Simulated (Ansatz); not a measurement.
GaN: pressure against volume

GaN, F-43m, a = 4.498 Å. This isn't the usual stable structure of the compound. Ansatz: r2SCAN, PAW, 500 eV, Γ-centred 10×10×10 mesh on 2 atoms, Gaussian smearing 0.02 eV; no spin polarisation. Symmetry fixes shape and atoms, so the cell is only scaled; pressure is positive in compression.

```tsv
V (Å³/atom)	P (GPa)
10.692	?
11.033	6.39
11.374	0.00
11.716	-5.45
12.057	-10.09
```

Task: Take V0 = 11.374 Å³/atom, fit the third-order Birch–Murnaghan form to the other rows, and predict the missing pressure.

Result: With the Eulerian strain f = ½[(V0/V)^(2/3) − 1] and y = P/[3f(1 + 2f)^(5/2)], the form is the line y = B0 + 1.5 B0 (B0′ − 4) f. Rows (f, y): 0.01025, 197.5; -0.00978, 195.2; -0.01907, 194.4. Means f = -0.006200, y = 195.70; Σ(Δf)² = 0.0004491, ΣΔfΔy = 0.04813; the slope is their ratio. y = 196.4 + 107.2 f GPa, so B0 = 196.4 GPa and B0′ = 4 + 2 × (107.2)/(3 × 196.4) = 4.36. At V = 10.692, f = 0.02104, y = 198.66 and P = 13.90 GPa. The run gave 13.89 GPa, so the fit is 0.01 GPa too high, a small miss on the scale of the series. The form still works here, 33 % of the fitted range beyond its end.